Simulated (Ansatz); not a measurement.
Input and command of a plane-wave DFT calculation in Ansatz:

```yaml
crystal:
  lattice:
    - [4.0729630385, 0.0, 0.0]
    - [0.0, 4.9710199565, 0.0]
    - [0.0, 0.0, 3.103244844]
  atoms:
    - { symbol: Be, position: [0.0, 0.0, 0.0] }
    - { symbol: Be, position: [0.5, 0.5, 0.5] }
    - { symbol: Ir, position: [0.2004, 0.3787, 0.0] }
    - { symbol: Ir, position: [0.7996, 0.6213, 0.0] }
    - { symbol: Ir, position: [0.7004, 0.1213, 0.5] }
    - { symbol: Ir, position: [0.2996, 0.8787, 0.5] }
basis:
  ecutwfc: 420
kpoints:
  mp_grid: { grid: [4, 4, 6] }
hamiltonian:
  xc: pbe
scf:
  occupations: { method: gaussian, width: 0.1 }
  lower_state_search: "off"
output:
  forces: true
  stress: true
  eigenvalues: true
relax:
  adjacent_minimum: "off"
  f_tol: 0.04
  max_steps: 70
  cell: { stress_tol: 0.4 }
```

```bash
ansatz run input.yaml --threads 1 --pin off --max-ram 2560MiB --backend cpu --events-out ev --progress --plain --runs-dir out
```

Processor: Arm Neoverse V1, 1 thread, on a host shared with other jobs.

**Question.** Estimate time, memory and problem size.

**Answer.** About 2 min on 1 thread of Arm Neoverse V1 (shared host), peak memory 0.39 GiB. It solves 44 bands at 36 k points (the mesh reduced by the symmetry that the task leaves, which can be less than the crystal's) with about 1539 plane waves (on the last cell), in 120 SCF iterations over 20 ionic steps.
